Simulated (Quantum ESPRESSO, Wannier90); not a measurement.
# Wannier functions of TlI (Cmcm)

```
begin unit_cell_cart
ang
    4.6754900000    0.0000000000    0.0000000000
    0.0000000000    0.0000000000   -5.2436600000
   -2.3377450000    6.5440850000    0.0000000000
end unit_cell_cart
begin atoms_frac
Tl  -0.3915400000  0.2500000000  0.2169200000
Tl   0.3915400000 -0.2500000000 -0.2169200000
I   -0.1360100000  0.2500000000 -0.2720200000
I    0.1360100000 -0.2500000000  0.2720200000
end atoms_frac
```

Cell from Materials Project (mp-22858), symmetrised, no further relaxation. COD (Crystallography Open Database) has the formula in 2 space groups, this one among them (matched by group alone). Computed values, not measurements, from PBEsol: Quantum ESPRESSO (norm-conserving PseudoDojo potentials, cutoff 56 Ry, spinors with spin-orbit coupling) on a Γ-centred 6×4×6 mesh, then Wannier90. Density: 8×6×8 mesh, cold smearing 0.01 Ry.

Bands 25-28 form an isolated set from -5.57 to -4.04 eV relative to the valence-band maximum (on the path) and are turned into 4 Wannier functions by minimising the spread from the start: atomic waves Tl 6s.

Where do the functions sit, how wide are they and what are they made of?


| functions | spread (Å²) | nearest atom, distance (Å) | second atom, distance (Å) | weight on atomic waves |
|---|---|---|---|---|
| 4 | 4.45 | Tl 0.14 | I 3.20 | Tl 6s 73 %, I 5p 20 %, Tl 6p 4 % |

Ω_I = 17.65 Å², Ω_total = 17.80 Å²; the interpolated bands follow pw.x to 6.3 meV rms on the path. Only this start was tried; a symmetric start can stop on a saddle, and mixtures of these functions could lower the total by at most Ω_total − Ω_I.
